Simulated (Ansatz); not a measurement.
Input file for Ansatz (an electronic-structure program):

Ansatz 0.2 input:
```yaml
crystal:
  lattice:
    - [3.1847416714, 0.0, 0.0]
    - [-1.5923708357, 2.7580671919, 0.0]
    - [0.0, 0.0, 13.4099618179]
  atoms:
    - { symbol: Sn, position: [0.3333333333, 0.6666666667, 0.75] }
    - { symbol: Sn, position: [0.6666666667, 0.3333333333, 0.25] }
    - { symbol: Mo, position: [0.3333333333, 0.6666666667, 0.0808400438] }
    - { symbol: Mo, position: [0.6666666667, 0.3333333333, 0.5808400438] }
    - { symbol: Mo, position: [0.6666666667, 0.3333333333, 0.9191599562] }
    - { symbol: Mo, position: [0.3333333333, 0.6666666667, 0.4191599562] }
    - { symbol: C, position: [0.0, 0.0, 0.0] }
    - { symbol: C, position: [0.0, 0.0, 0.5] }
kpoints:
  mp_grid: { grid: [11, 11, 3] }
  band_path:
    path:
      - [[0.0, 0.0, 0.0], [0.5, 0.0, 0.0], [0.3333333333, 0.3333333333, 0.0], [0.0, 0.0, 0.0], [0.0, 0.0, 0.5], [0.5, 0.0, 0.5], [0.3333333333, 0.3333333333, 0.5], [0.0, 0.0, 0.5]]  # Γ-M-K-Γ-A-L-H-A
      - [[0.5, 0.0, 0.5], [0.5, 0.0, 0.0]]  # L-M
      - [[0.3333333333, 0.3333333333, 0.5], [0.3333333333, 0.3333333333, 0.0]]  # H-K
    npoints: 8
hamiltonian:
  xc: r2scan
  pseudopotentials: { azcp: { folder: ./paw }, kind: paw_fr }
magnetization: { noncollinear: true, spin_orbit: true }
scf:
  n_extra_bands: 16
  convergence: { dr2_threshold: 0.0000000001 }
  occupations: { method: gaussian, width: 0.05 }
output: { eigenvalues: true }
```

Output (shortened):

```
Pseudopotential: Sn, paw, valence charge 14
Pseudopotential: Mo, paw, valence charge 14
Pseudopotential: C, paw, valence charge 4
Functional definition: r2SCAN
non-collinear run that drives no moment, with spin-orbit …
Crystal: 8 atoms, lattice volume = 117.790 Å³
Basis set: ecut = 500 eV, 2983 PW (Γ), exchange–correlation on 96×96×400 points (64 copies of the dense FFT grid, shifted against one another)
Bands: 108, of which v1, the nominal top of the filled ones, is band 92 counted from 1 (91 counted from 0)
Symmetry: 24 space group operations + 24 with time reversal
k-points: 32 of 363
Projection manifold: j_resolved (fully-relativistic pseudo-atomic orbitals)
SCF iter   1: F=—  HF=-32414.521976 eV  |F-HF|=—  |Δ(HF+E_count)|=         —  Δρ=1.28e-1  dr2=3.18e1  dr2_τ=4.90e-1  dr2_m=0.00e0 (ungated)  ethr=3.10e-3  |M|=0.00e0 ∫|m|=0.00e0 μB  |m|>n=0.0e0 m-floor=0.0e0 τ_xc=0.0e0  β_m=0.30  ⟨swp⟩=6.1  Hψ=7323  notcnv=0  defer=16
preconditioner: auto → Kerker (q_TF=auto, 2.618 Å⁻¹)
spin=Noncollinear: Kerker preconditioning applied to the charge; magnetization (m_x, m_y, m_z) channels mix plain (no charge-response kernel on spin).
SCF iter   2: F=—  HF=-32409.357989 eV  |F-HF|=—  |Δ(HF+E_count)|=    5.16e0  Δρ=7.22e-2  dr2=9.90e0  dr2_τ=6.44e-2  dr2_m=0.00e0 (ungated)  ethr=3.10e-3  |M|=0.00e0 ∫|m|=0.00e0 μB  |m|>n=0.0e0 m-floor=0.0e0 τ_xc=0.0e0  β_m=0.48  ⟨swp⟩=2.3  Hψ=3035  notcnv=0  defer=254
SCF iter   3: F=—  HF=-32407.491975 eV  |F-HF|=—  |Δ(HF+E_count)|=    1.87e0  Δρ=1.78e-2  dr2=2.35e-1  dr2_τ=4.31e-3  dr2_m=0.00e0 (ungated)  ethr=3.10e-3  |M|=0.00e0 ∫|m|=0.00e0 μB  |m|>n=0.0e0 m-floor=0.0e0 τ_xc=0.0e0  β_m=0.74  ⟨swp⟩=3.2  Hψ=3338  notcnv=0  defer=254
SCF iter   4: F=—  HF=-32407.575289 eV  |F-HF|=—  |Δ(HF+E_count)|=   8.33e-2  Δρ=4.04e-3  dr2=1.54e-2  dr2_τ=3.49e-4  dr2_m=0.00e0 (ungated)  ethr=2.56e-4  |M|=0.00e0 ∫|m|=0.00e0 μB  |m|>n=0.0e0 m-floor=0.0e0 τ_xc=0.0e0  β_m=0.76  ⟨swp⟩=3.0  Hψ=2901  notcnv=0  defer=246
SCF iter   5: F=—  HF=-32407.581369 eV  |F-HF|=—  |Δ(HF+E_count)|=   6.08e-3  Δρ=1.38e-3  dr2=3.12e-3  dr2_τ=2.46e-5  dr2_m=0.00e0 (ungated)  ethr=1.68e-5  |M|=0.00e0 ∫|m|=0.00e0 μB  |m|>n=0.0e0 m-floor=0.0e0 τ_xc=0.0e0  β_m=0.88  ⟨swp⟩=2.8  Hψ=2983  notcnv=0  defer=246
SCF iter   6: F=—  HF=-32407.582109 eV  |F-HF|=—  |Δ(HF+E_count)|=   7.40e-4  Δρ=3.19e-4  dr2=2.67e-4  dr2_τ=1.79e-6  dr2_m=0.00e0 (ungated)  ethr=3.39e-6  |M|=0.00e0 ∫|m|=0.00e0 μB  |m|>n=0.0e0 m-floor=0.0e0 τ_xc=0.0e0  β_m=0.87  ⟨swp⟩=2.0  Hψ=2232  notcnv=0  defer=246
SCF iter   7: F=—  HF=-32407.582120 eV  |F-HF|=—  |Δ(HF+E_count)|=   1.14e-5  Δρ=1.18e-4  dr2=3.21e-5  dr2_τ=2.19e-7  dr2_m=0.00e0 (ungated)  ethr=2.90e-7  |M|=0.00e0 ∫|m|=0.00e0 μB  |m|>n=0.0e0 m-floor=0.0e0 τ_xc=0.0e0  β_m=0.94  ⟨swp⟩=2.0  Hψ=2521  notcnv=0  defer=246
SCF iter   8: F=—  HF=-32407.582134 eV  |F-HF|=—  |Δ(HF+E_count)|=   1.41e-5  Δρ=3.30e-5  dr2=1.96e-6  dr2_τ=2.14e-8  dr2_m=0.00e0 (ungated)  ethr=3.49e-8  |M|=0.00e0 ∫|m|=0.00e0 μB  |m|>n=0.0e0 m-floor=0.0e0 τ_xc=0.0e0  β_m=0.97  ⟨swp⟩=2.0  Hψ=2180  notcnv=0  defer=246
SCF iter  13: F=-32407.582091 eV  HF=-32407.582091 eV  |F-HF|=2.55e-11  |Δ(HF+E_count)|=  1.75e-10  Δρ=9.31e-8  dr2=1.09e-11  dr2_τ=1.19e-13  dr2_m=0.00e0 (ungated)  ethr=1.00e-12  |M|=0.00e0 ∫|m|=0.00e0 μB  |m|>n=0.0e0 m-floor=0.0e0 τ_xc=0.0e0  ⟨swp⟩=10.5  Hψ=5215  notcnv=0
SCF 1 converged in 13 iterations: F = -32407.582091 eV  dr2 = 1.09e-11
NSCF: frozen V_eff on 75 k-points
SCF converged after 13 iterations
Magnetization: |M| = 0.0000 μB,  M = (+0.0000, +0.0000, +0.0000) μB
Absolute magnetization: 0.0000 μB (∫|m|)
  site 0: m = (+0.0000, +0.0000, +0.0000) μB, |m| = 0.0000 μB  (R = 1.20 Å)
  site 1: m = (+0.0000, +0.0000, +0.0000) μB, |m| = 0.0000 μB  (R = 1.20 Å)
  site 2: m = (+0.0000, +0.0000, +0.0000) μB, |m| = 0.0000 μB  (R = 0.88 Å)
  site 3: m = (+0.0000, +0.0000, +0.0000) μB, |m| = 0.0000 μB  (R = 0.88 Å)
  site 4: m = (+0.0000, +0.0000, +0.0000) μB, |m| = 0.0000 μB  (R = 0.88 Å)
  site 5: m = (+0.0000, +0.0000, +0.0000) μB, |m| = 0.0000 μB  (R = 0.88 Å)
  site 6: m = (+0.0000, +0.0000, +0.0000) μB, |m| = 0.0000 μB  (R = 0.88 Å)
  site 7: m = (+0.0000, +0.0000, +0.0000) μB, |m| = 0.0000 μB  (R = 0.88 Å)
Free energy (F): -32407.582091 eV
Harris-Foulkes:  -32407.582091 eV  (|F-HF|=2.55e-11)
Internal energy: -32407.572998 eV  (E = F + TS)
E sigma→0 (E₀):  -32407.577544 eV
Entropy (-TS):   -0.009093 eV (-1.137 meV/atom)
Fermi energy:    18.107705 eV
--- Per-component energies (eV) ---
  E_band       = -374.853601
  E_kinetic    = 2197.852983
  E_local      = -5270.193236  (includes V_loc(G=0)·N_el)
  E_nonlocal   = 932.658727
  E_hartree    = 2147.063224
  E_xc         = -1007.150539
  E_vxc        = -1280.412538  (∫ρ·V_xc dr)
  E_paw        = -21865.134613  (= ΣΔE_a)
  E_vpaw       = -1331.999322  (= ΣTr[D̂ρ^β])
  E_aug_tail   = 0.000285  (compensation charges beyond the density's cutoff)
  E_vtau       = 83.113093  (kinetic-family band-sum trace: ∫τ·v_τ [+ j·A + Jᵃ·Aᵃ] dr)
  E_ewald      = -9543.228071
  E_core_change = 0.558243  (= ΣΔE_core)
  E_smearing   = -0.009093  (= −TS)
  E_closure    =  0.000000  (closes the sum)
  Σ components = -32407.582091   (vs F -32407.582091, Δ=0.00e0)
  [band-id]    e_kinetic+e_local+e_nonlocal+2·e_hartree+e_vxc+e_vpaw+e_augmentation_tail+e_vtau = -374.853561   (vs E_band -374.853601, Δ=3.96e-5)
--- Band table (eV; the first three rows and the last of 32) ---
  k-point 0: bands = ["-45.3003", "-45.3003", "-45.3002", "-45.3002", "-45.1756", "-45.1756", "-45.1755", "-45.1755", "-20.3792", "-20.3792", "-20.3775", "-20.3775", "-20.1002", "-20.1002", "-20.0988", "-20.0988", "-18.0733", "-18.0733", "-18.0696", …
  k-point 1: bands = ["-45.3003", "-45.3003", "-45.3002", "-45.3002", "-45.1755", "-45.1755", "-45.1755", "-45.1755", "-20.3788", "-20.3788", "-20.3779", "-20.3779", "-20.0999", "-20.0999", "-20.0991", "-20.0991", "-18.0724", "-18.0724", "-18.0706", …
  k-point 2: bands = ["-45.2948", "-45.2948", "-45.2947", "-45.2947", "-45.1745", "-45.1745", "-45.1743", "-45.1743", "-20.3831", "-20.3831", "-20.3815", "-20.3815", "-20.1164", "-20.1164", "-20.1151", "-20.1151", "-18.0744", "-18.0744", "-18.0711", …
  k-point 31: bands = ["-45.1974", "-45.1974", "-45.1974", "-45.1974", "-45.1845", "-45.1845", "-45.1845", "-45.1845", "-20.3993", "-20.3993", "-20.3988", "-20.3988", "-20.3737", "-20.3737", "-20.3732", "-20.3732", "-18.1608", "-18.1608", "-18.1602", …
```

Cost: roughly 8 core-minutes on shared cores.

Space group P6_3/mmc. The start of the workflow was typed in or built on a structure type; neither database checked (COD, Materials Project) lists it. Its standing as an ambient phase is unchecked. Symmetry was held in the r²SCAN relaxation; whether a distortion lowers the energy is not shown. The run is not spin-polarised.

Potentials: the earlier of the program's two PAW sets.

Ansatz is a plane-wave DFT program.
